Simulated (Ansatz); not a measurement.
## K$_{2}$CdSe$_{2}$F$_{6}$, a known structure type with other elements, at an estimated volume

```
K Cd Se F
1.0
     5.85374    0.00000    0.00000
    -2.92687    5.06949    0.00000
     0.00000   -3.37966    6.48941
K Cd Se F
2 1 2 6
Direct
  0.80396 0.60782 0.41178
  0.19604 0.39218 0.58822
  0.00000 0.00000 0.00000
  0.62400 0.24790 0.87190
  0.37600 0.75210 0.12810
  0.74196 0.01822 0.76018
  0.74196 0.48392 0.76018
  0.27626 0.01822 0.76018
  0.25804 0.98178 0.23982
  0.72374 0.98178 0.23982
  0.25804 0.51608 0.23982
```

Level: PBE, no spin polarisation; 420 eV; 6×6×6 Γ-centred mesh; cold occupations (width 0.0781 eV); Ansatz 0.2.0, fixed geometry.

Question: Which element gives electrons and which takes them?

Answer: Bader charges in e: K +0.83, Cd +0.79, Se +1.07, F -0.77. In the mean Se gives up most and F takes most.

Question: Is the cell too large or too small?

Answer: The pressure is 24.5 GPa (compression positive), so with the atoms held at these fractions the cell would first expand; the forces are large, so a full relaxation may end otherwise. The principal stresses 16.1, 28.8, 28.8 GPa differ, so its shape would change too.

Question: Which atom feels the largest force, and which way?

Answer: The largest is on Se4 (and as large on other atoms): 9.91 eV/Å, components (0.00, 0.00, 9.91). It makes 115° with the line to a nearest neighbour, F6 at 1.73 Å.

Question: What do density and ELF say about some of the short contacts?

Answer: Se–F at 1.73 Å: least valence density 1.16 e/Å³ and ELF 0.46 there. Cd–F at 2.38 Å: least valence density 0.28 e/Å³ and ELF 0.08 there. K–F at 2.89 Å: least valence density 0.07 e/Å³ and ELF 0.02 there. These are pseudo-fields; inside the PAW spheres they differ from the all-electron ones.

Question: Is there a gap?

Answer: It is a metal, with about 7.5 states/eV a cell as the mean within 0.25 eV of the Fermi level, mostly Se p (57 %) and F p (24 %).

Origin: a known structure type with other elements, at an estimated volume, so it need not be a known compound. Caveats: many states at the Fermi level without spin polarisation, so a magnetic state may lie lower; atoms or cell far from equilibrium.
